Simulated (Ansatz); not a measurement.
Ba$_{4}$Si$_{23}$ in space group I-43m (No. 217; Pearson symbol cI54), PBE (plane waves, PAW; program Ansatz), all energies at zero smearing, with the estimated change up to a 700 eV cutoff added, with one set of potentials and settings (totals compare only within such a set). Cell of 27 atoms (23 Si, 4 Ba): -38423.226 eV.

```tsv
element	reference phase	E (eV/atom)
Si	Fd-3m, 2 atoms in the cell	-635.8096
Ba	Im-3m, 1 atoms in the cell	-5949.5401
```

Formation energy per atom, worked out: (-38423.226 − 23×(-635.8096) − 4×(-5949.5401))/27 = -0.053 eV/atom (-5 kJ per mol of atoms), at 0 K, without zero-point energy or fitted corrections.

The start of the workflow was typed in or built on a structure type; neither database checked (COD, Materials Project) lists it. Its standing as an ambient phase is unchecked. The cell was relaxed with PBE under the symmetry of its start; its stability against distortions is not shown here. The references are the lowest solids computed at this level, not always the standard phases. Scalar-relativistic: spin–orbit coupling is off unless named, which matters more the heavier the elements.

Potentials: the later of the program's two PAW sets.
